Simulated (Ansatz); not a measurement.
CdInNO in space group P3m1 (No. 156; In on 1b, Cd on 1c, O on 1b, N on 1c) at seven volumes, DFT-r²SCAN in the program Ansatz with PAW potentials, shape and atoms relaxed at each. One row is withheld.

| V (Å³/atom) | P (GPa) |
|---|---|
| 14.476 | 14.38 |
| 14.953 | 8.79 |
| 15.430 | 4.04 |
| 15.907 | 0.00 |
| 16.385 | -3.41 |
| 16.862 | -6.30 |
| 17.339 | ? |

Fit the shown pressures and predict the withheld one.

Third-order Birch–Murnaghan: P = (3/2)B₀(x^(7/2) − x^(5/2))[1 + (3/4)(B′ − 4)(x − 1)] with x = (V₀/V)^(2/3). Least squares on the six rows gives V₀ = 15.909 Å³/atom, B₀ = 123.4 GPa, B′ = 4.47. At V = 17.339, x = 0.9442 and P = -8.77 GPa. The run itself gave -8.73 GPa.

The start of the workflow was typed in or built on a structure type; neither database checked (COD, Materials Project) lists it. Its standing as an ambient phase is unchecked. The cell was relaxed with r²SCAN under the symmetry of its start; whether a distortion lowers the energy is not shown.

Potentials: the earlier of the program's two PAW sets.
